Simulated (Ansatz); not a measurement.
**AuSb3: how the energy converges with the cutoff**

AuSb3, Im-3m, a = 6.080 Å. The structure is a COD entry; whether it is the stable form wasn't checked. Ansatz: PBEsol, PAW, cutoff varied, Γ-centred 10×10×10 mesh on 4 atoms, Gaussian smearing 0.10 eV; no spin polarisation. Single points at one geometry, the cutoff alone changed; ΔE is the energy at zero smearing over the run at 500 eV. The runs up to 350 eV lie under the cutoff recommended for these PAW datasets.

| cutoff (eV) | ΔE (meV/atom) |
| --- | --- |
| 250 | 1154.98 |
| 300 | ? |
| 350 | 5.45 |
| 420 | 1.26 |

Assume ΔE falls exponentially with the cutoff, fit y = ln ΔE against x, the cutoff in eV, to the other rows, and predict the missing value.

y = 7.052, 1.696, 0.231. Means x = 340.0, y = 2.9930; Σ(Δx)² = 14600, ΣΔxΔy = -599.2; the slope is their ratio. y = 16.95 − 0.04104 x, a factor of ten per 56 eV. At 300 eV this gives ΔE = 103.34 meV/atom. The run gave 96.79, a ratio of 1.07. Between neighbouring rows the decay runs from a factor of ten per 40 eV to one per 110 eV, so one exponential is only a rough guide. The fast fall gives way to a slow tail.